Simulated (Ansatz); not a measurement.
Input and command of a calculation in Ansatz (plane waves; scalar-relativistic PAW potentials unless the input names others):

```yaml
crystal:
  lattice:
    - [0.0, 3.998970112, 3.998970112]
    - [3.998970112, 0.0, 3.998970112]
    - [3.998970112, 3.998970112, 0.0]
  atoms:
    - { symbol: Sr, position: [0.25, 0.25, 0.25] }
    - { symbol: Sr, position: [0.75, 0.75, 0.75] }
    - { symbol: Zr, position: [0.5, 0.5, 0.5] }
    - { symbol: Ge, position: [0.0, 0.0, 0.0] }
    - { symbol: O, position: [0.7446235737, 0.2244325375, 0.2553764263] }
    - { symbol: O, position: [0.2244325375, 0.7446235737, 0.7755674625] }
    - { symbol: O, position: [0.2399044819, 0.791039407, 0.2399044819] }
    - { symbol: O, position: [0.7600955181, 0.2708483708, 0.7600955181] }
    - { symbol: O, position: [0.2553764263, 0.2244325375, 0.7446235737] }
    - { symbol: O, position: [0.7755674625, 0.7446235737, 0.2244325375] }
basis:
  ecutwfc: 420
kpoints:
  mp_grid: { grid: [6, 6, 6] }
hamiltonian:
  xc: pbe
scf:
  occupations: { method: tetrahedron_uncorrected }
output:
  forces: true
  eigenvalues: true
  stress: true
```

```bash
ansatz run input.yaml --threads 2 --pin off --max-ram 5120MiB --backend cpu --events-out ev --progress --plain --runs-dir out
```

Abridged log:
```
Basis set: ecut = 420 eV, 2445 PW (Γ), exchange–correlation on 80×80×80 points (8 copies of the dense FFT grid, shifted against one another)
Bands: 51, of which v1, the nominal top of the filled ones, is band 41 counted from 1 (40 counted from 0)
Symmetry: 4 space group operations
k-points: 46 of 216 (time reversal used)
SCF iter   1: F=—  HF=-18984.437884 eV  |F-HF|=—  |Δ(HF+E_count)|=         —  Δρ=1.45e-3  dr2=4.17e-3  ethr=1.77e-3  ⟨swp⟩=10.8  Hψ=12353  notcnv=0  defer=3
SCF iter   2: F=—  HF=-18984.439122 eV  |F-HF|=—  |Δ(HF+E_count)|=   1.24e-3  Δρ=7.64e-4  dr2=7.20e-4  ethr=5.08e-6  ⟨swp⟩=3.2  Hψ=5383  notcnv=0  defer=264
SCF iter   3: F=—  HF=-18984.439333 eV  |F-HF|=—  |Δ(HF+E_count)|=   2.11e-4  Δρ=5.20e-4  dr2=2.16e-4  ethr=8.78e-7  ⟨swp⟩=3.0  Hψ=3785  notcnv=0  defer=264
SCF iter   4: F=—  HF=-18984.439306 eV  |F-HF|=—  |Δ(HF+E_count)|=   2.73e-5  Δρ=1.70e-4  dr2=2.10e-5  ethr=2.63e-7  ⟨swp⟩=2.0  Hψ=3583  notcnv=0  defer=264
SCF iter   5: F=—  HF=-18984.439322 eV  |F-HF|=—  |Δ(HF+E_count)|=   1.60e-5  Δρ=5.14e-5  dr2=3.34e-6  ethr=2.57e-8  ⟨swp⟩=2.0  Hψ=3012  notcnv=0  defer=264
SCF iter   6: F=—  HF=-18984.439323 eV  |F-HF|=—  |Δ(HF+E_count)|=   9.82e-7  Δρ=2.49e-5  dr2=6.46e-7  ethr=4.07e-9  ⟨swp⟩=2.1  Hψ=3520  notcnv=0  defer=264
SCF iter   7: F=-18984.439323 eV  HF=-18984.439323 eV  |F-HF|=4.29e-8  |Δ(HF+E_count)|=   1.42e-7  Δρ=6.33e-6  dr2=3.91e-8  ethr=1.22e-10  ⟨swp⟩=6.4  Hψ=10928  notcnv=0
SCF 1 converged in 7 iterations: F = -18984.439323 eV  dr2 = 3.91e-8
SCF converged after 7 iterations
Free energy (F): -18984.439323 eV
Harris-Foulkes:  -18984.439323 eV  (|F-HF|=4.29e-8)
Internal energy: -18984.439323 eV  (E = F + TS)
E sigma→0 (E₀):  -18984.439323 eV
Fermi energy:    9.697485 eV
--- Forces (eV/Å), atoms counted from 1 ---
  atom   1  Sr     0.01649990     0.00724921     0.01649990
  atom   2  Sr     0.01649990    -0.00724921     0.01649990
  atom   3  Zr     0.00098345     0.00000000     0.00098345
  atom   4  Ge     0.01054097     0.00000000     0.01054097
  atom   5  O      0.01948813     0.00000000     0.39572720
  atom   6  O     -0.08364417     0.00000000     0.54520842
  atom   7  O     -0.46064838     0.01886310    -0.46064838
  atom   8  O     -0.46064838    -0.01886310    -0.46064838
  atom   9  O      0.39572720     0.00000000     0.01948813
  atom  10  O      0.54520842     0.00000000    -0.08364417
--- Stress (GPa, compression-positive) ---
        0.288084       0.000000      -0.741344
        0.000000      -0.116216       0.000000
       -0.741344       0.000000       0.288084
  P = ⅓ Tr σ = 0.1533 GPa (1.533 kbar)
```

Apart from outputs and empty bands, the input differs from a reference run on usual settings in scf.occupations.method: "gaussian" → "tetrahedron_uncorrected"; scf.occupations.width: 0.05 → not typed. The reference, at the same geometry (not necessarily relaxed), gave pressure 0.15 GPa, largest force 0.652 eV/Å, gap on the mesh 4.07 eV. This run converged in 7 SCF iterations (reference: 7) with an energy at zero smearing within 0.01 meV/atom of the reference's, pressure 0.15 GPa, largest force 0.652 eV/Å, gap on the mesh 4.07 eV.

It took 17 s on 2 threads of Arm Neoverse V1, on a shared host, peak memory 0.51 GiB.